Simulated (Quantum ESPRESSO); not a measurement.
## Kohn-Sham bands of FeS$_{2}$ (Pnnm)

```
CELL_PARAMETERS angstrom
      4.42562     0.00000     0.00000
      0.00000     5.39653     0.00000
      0.00000     0.00000     3.37770
ATOMIC_POSITIONS crystal
  Fe 0.50000 0.50000 0.50000
  Fe 0.00000 0.00000 0.00000
  S  0.29959 0.87818 0.50000
  S  0.70041 0.12182 0.50000
  S  0.79959 0.62182 0.00000
  S  0.20041 0.37818 0.00000
```

Cell from Materials Project (mp-1522), symmetrised, no further relaxation. COD (Crystallography Open Database) has the formula in 4 space groups, this one among them (matched by group alone). Level: PBEsol, no spin polarisation, no spin-orbit coupling; pw.x of Quantum ESPRESSO at 72 Ry with PseudoDojo potentials, 8×6×10 k-points, Wannier90. Density: 8×6×10 mesh, cold smearing 0.01 Ry. A non-magnetic state is assumed, with no Hubbard U; filled 3d bands tend to lie too high at this level.

Task: List the Kohn-Sham levels between −8 and 3.7 eV relative to the valence-band maximum at the high-symmetry points, as a band run of pw.x on that density gives them (levels within 2 meV counted together).

Result: 
```csv
point,k (reciprocal lattice),levels (eV)
Γ,0.000 0.000 0.000,"-7.81, -6.21, -5.84, -5.17, -4.34, -4.24, -3.83, -3.70, -3.53, -1.65, -1.50, -1.21, -1.05, -0.81, -0.79, -0.62, 1.16, 1.36, 2.77, 3.02, 3.30, 3.66"
X,0.500 0.000 0.000,"-7.88 (×2), -4.57 (×2), -3.93 (×2), -3.04 (×2), -2.11 (×2), -1.26 (×2), -0.71 (×2), -0.15 (×2), 1.61 (×2), 1.91 (×2), 2.59 (×2)"
S,0.500 0.500 0.000,"-6.51 (×2), -5.38 (×2), -4.63 (×2), -1.93 (×2), -1.52 (×2), -1.44 (×2), -1.19 (×2), -0.97 (×2), 1.29 (×2), 1.79 (×2), 3.23 (×2)"
Y,0.000 0.500 0.000,"-7.33 (×2), -5.26 (×2), -4.08 (×2), -3.53 (×2), -3.06 (×2), -1.16 (×2), -0.88 (×2), -0.38 (×2), 1.07 (×2), 2.36 (×2), 2.81 (×2)"
Z,0.000 0.000 0.500,"-7.13 (×2), -5.61 (×2), -5.48 (×2), -4.56 (×2), -3.01 (×2), -1.45 (×2), -0.99 (×2), -0.41 (×2), 1.33 (×2), 1.58 (×2), 2.18 (×2)"
U,0.500 0.000 0.500,"-6.50 (×2), -6.33 (×2), -5.05 (×2), -4.77 (×2), -3.82 (×2), -1.18 (×2), -0.83 (×2), -0.34 (×2), 1.43 (×2), 1.99 (×2), 3.48 (×2)"
R,0.500 0.500 0.500,"-7.46 (×2), -7.20 (×2), -3.90 (×2), -3.79 (×2), -2.78 (×2), -1.46 (×2), -0.68 (×2), -0.36 (×2), 1.61 (×2), 2.00 (×2), 2.39 (×2)"
T,0.000 0.500 0.500,"-7.42 (×2), -5.91 (×2), -4.68 (×2), -3.79 (×2), -2.86 (×2), -1.88 (×2), -1.51 (×2), -0.38 (×2), 0.73 (×2), 2.03 (×2), 3.08 (×2)"
```
